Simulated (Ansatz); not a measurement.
LiF in space group P6_3/mmc (No. 194; Li on 2d, F on 2c), plane-wave PAW PBEsol (Ansatz code). The conduction-band minimum lies at Γ, with 1 equivalent valley. Second derivatives d²E/dk² of the lowest band at one valley (eV·Å²), along Cartesian directions:

```json
[
 {"direction": "[100]", "d²E/dk²": "8.373"},
 {"direction": "[010]", "d²E/dk²": "8.373"},
 {"direction": "[001]", "d²E/dk²": "9.264"},
 {"direction": "[110]", "d²E/dk²": "8.373"},
 {"direction": "[101]", "d²E/dk²": "8.817"},
 {"direction": "[011]", "d²E/dk²": "8.817"}
]
```

Task: Find the principal effective masses, the density-of-states mass and the conductivity mass.

Result: Off-diagonal terms follow from H_xy = H[110] − (H_xx + H_yy)/2, and m*/mₑ = 7.620 eV·Å² over each eigenvalue: 0.82, 0.91, 0.91. One valley's DOS mass (m₁m₂m₃)^(1/3) = 0.88, conductivity mass 3/(Σ 1/mᵢ) = 0.88 mₑ.

Task: What effective density of states Nc follows at 300 K for parabolic valleys?

Result: Nc = 2.509e19 × 1 × (0.88)^(3/2) ≈ 2.1e19 cm⁻³.

Task: With the computed static dielectric constant 6.56 (mean of the diagonal), estimate a hydrogenic donor's binding energy and radius.

Result: E = 13.606 eV × 0.88/6.56² ≈ 280 meV; a = 0.529 Å × ε/m* ≈ 3.9 Å. Semilocal masses tend to be too small when the gap is underestimated.

The start of the workflow was typed in or built on a structure type; neither database checked (COD, Materials Project) lists it. It is not the phase usual at ambient conditions (space group No. 225). The cell was relaxed with PBEsol under the symmetry of its start; its stability against distortions is not shown here.

Potentials: the earlier of the program's two PAW sets. The files were generated under PBE; for other functionals the program regenerates the frozen cores, and for LDA and PBEsol the local potential too.
